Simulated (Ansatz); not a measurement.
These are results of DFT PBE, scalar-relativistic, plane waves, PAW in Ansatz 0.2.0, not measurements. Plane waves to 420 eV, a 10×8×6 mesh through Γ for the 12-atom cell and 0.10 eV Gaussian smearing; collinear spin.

Energies over the elements count from the elements' standard structures at the same level, with no fitted energy shifts.

Question: Suggest a trial structure for an orthorhombic metal with formula FeCo5Ge6, with a formation energy near −0.18 eV/atom and a density near 7.78 g/cm³, in a cell of 12 atoms. Its symmetry should be Pmmm (No. 47).

Answer: FeCo5Ge6, space group Pmmm (No. 47). Fe is surrounded by 6 Ge at 2.43–2.49 Å and 4 Co at 2.48 Å; Co on a site of symmetry mmm has 6 Ge at 2.42–2.49 Å and 4 Co at 2.50 Å; Co on a site of symmetry m has 6 Ge at 2.42–2.51 Å, 3 Co at 2.48–2.51 Å and 1 Fe at 2.48 Å; Ge on a site of symmetry mmm is surrounded by 6 Co at 2.49–2.51 Å; 3 more sites not described.

```
CELL_PARAMETERS angstrom
3.89766 0.00000 0.00000
0.00000 4.98905 0.00000
0.00000 0.00000 8.63168
ATOMIC_POSITIONS crystal
Fe 0.00000 0.00000 0.50000
Co 0.00000 0.50000 0.00000
Co 0.00000 0.25151 0.25163
Co 0.00000 0.74849 0.74837
Co 0.00000 0.74849 0.25163
Co 0.00000 0.25151 0.74837
Ge 0.00000 0.00000 0.00000
Ge 0.00000 0.50000 0.50000
Ge 0.50000 0.00000 0.33260
Ge 0.50000 0.50000 0.83473
Ge 0.50000 0.50000 0.16527
Ge 0.50000 0.00000 0.66740
```

| Quantity | Value |
| --- | --- |
| Volume per atom | 13.99 Å³ |
| Density | 7.78 g/cm³ |
| Formation energy | −0.18 eV/atom |
| Gap on the 10×8×6 mesh of the 12-atom cell | 0 eV (a metal) |
| Net moment per atom | 0.10 μB |
| Moment by site | Co -0.1; Fe 1.2 μB |

The cell was found from a structure generator's guess, not taken from experiment. Other answers may fit too; this one was computed.

The magnetic state reached may not be the lowest. Symmetry constrained the relaxation, so the result can be a saddle point. Site moments count only spheres around the atoms; the net moment includes the space between them.
